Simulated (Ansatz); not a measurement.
ZnS:
```
CELL_PARAMETERS angstrom
      3.58955     0.00000     0.00000
     -1.79477     3.10864     0.00000
      0.00000     0.00000     5.88016
ATOMIC_POSITIONS crystal
  Zn 0.00000 0.00000 0.00000
  Zn 0.00000 0.00000 0.50000
  S  0.33333 0.66667 0.25000
  S  0.66667 0.33333 0.75000
```

Relaxed with r²SCAN. Special points in fractions of this cell's reciprocal vectors: Γ (0.000, 0.000, 0.000); M (0.500, 0.000, 0.000); K (0.333, 0.333, 0.000); A (0.000, 0.000, 0.500); L (0.500, 0.000, 0.500); H (0.333, 0.333, 0.500).

Question: List the band energies nearest the valence-band maximum at these points for the program Ansatz at the r²SCAN level (PAW).

Answer: In eV from the valence-band maximum; about four levels below and three above (degenerate sets whole), none deeper than 8.9 eV; points with the same levels are listed once.

| k | below | above |
|---|---|---|
| Γ | -0.73 -0.73 -0.63 -0.11 -0.11 | 2.27 4.24 7.15 7.15 |
| M | -3.84 -2.61 -1.97 -0.11 | 2.94 3.88 4.63 |
| K | -2.81 -2.81 -2.50 -2.50 | 0.82 6.61 8.02 8.02 |
| A | -0.37 -0.37 -0.37 -0.37 | 4.32 4.32 7.33 7.33 7.33 7.33 |
| L | -1.55 -1.55 -1.52 -1.52 | 2.55 2.55 5.95 5.95 |
| H | -4.23 -4.23 -0.41 -0.41 | 4.19 4.19 5.03 5.03 |

Space group P6_3/mmc (NiAs type). The cell is a constructed one: a structure type filled with these elements; neither database checked (COD, Materials Project) lists it. It is not the phase usual at ambient conditions (space group No. 186, 216). The cell was relaxed with r²SCAN under the symmetry of its start; whether a distortion lowers the energy is not shown.

Potentials: the later of the program's two PAW sets.
